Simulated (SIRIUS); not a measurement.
Set-up for a self-consistent single point of BaTiO₃ (P4mm, 5 atoms in the cell; from Materials Project mp-5986, changed as shown).

```xyz
5
Lattice="3.9106 0.0000 0.0000 0.0000 3.9106 0.0000 0.0000 0.0000 4.0206" Properties=species:S:1:pos:R:3 pbc="T T T"
Ba     1.9553     1.9553     2.3422
Ti     0.0000     0.0000     0.4022
O      0.0000     1.9553     0.2582
O      1.9553     0.0000     0.2582
O      0.0000     0.0000     2.2072
```

All values come from this method and carry its errors: PBE, PseudoDojo 0.5 standard norm-conserving PBE (tails mended) pseudopotentials (plane waves; SIRIUS).

SIRIUS settings:

* **parameters.ngridk**: 6 6 6
* **parameters.xc_functionals**: [XC_GGA_X_PBE, XC_GGA_C_PBE]
* **parameters.gk_cutoff**: 9.165 1/bohr
* **parameters.pw_cutoff**: 18.331 1/bohr
* **parameters.smearing**: fermi_dirac
* **parameters.smearing_width**: 0.000367493 Ha
* **potentials**: PseudoDojo 0.5 standard norm-conserving PBE (tails mended) pseudopotentials
* **parameters.electronic_structure_method**: pseudopotential
* **parameters.num_bands**: 24
* **parameters.num_mag_dims**: 0
* **parameters.num_dft_iter**: 100
* **parameters.energy_tol**: 1e-07 Ha
* **parameters.density_tol**: 1e-06
* **mixer.type**: anderson
* **mixer.beta**: 0.7
* **mixer.use_hartree**: true

Results:

- Number of valence electrons = 40
- Number of bands = 24
- Number of k-points after the program's reduction = 40
- Number of plane waves (most at a k-point) = 5428
- Number of SCF iterations = 17
- FFT grid = 48 × 48 × 48
- Free energy E − TS = -3735.9506 eV
- Gap on the k-point mesh = 1.99 eV
- Pressure = 12.31 GPa
- Largest force (vector length) = 0.615 eV/Å

Forces (eV/Å):
| atom | Fx | Fy | Fz |
|---|---|---|---|
| Ba1 | 0.000 | 0.000 | -0.005 |
| Ti2 | 0.000 | 0.000 | -0.418 |
| O3 | 0.000 | 0.000 | -0.096 |
| O4 | 0.000 | 0.000 | -0.096 |
| O5 | 0.000 | 0.000 | 0.615 |

Stress (GPa, positive for compression):
```
12.33   0.00   0.00
 0.00  12.33   0.00
 0.00   0.00  12.26
```

Gaps are taken between levels on the mesh.

For comparison: a first run was changed to give this one (lattice scaled by 0.98), and from it to this one the free energy goes up by 30.6 meV/atom, the pressure goes from 0.99 to 12.31 GPa, the largest force goes from 0.116 to 0.615 eV/Å and the gap on the mesh goes from 1.854 to 1.987 eV.

The structure comes from a collection of computed structures, made at another level of theory; the collection holds predicted forms beside known ones.

Cost on one core: about 3 core-minutes (a rough figure).

“Tails mended”: in these copies of the files the far tail of each local potential was reset to the Coulomb form.
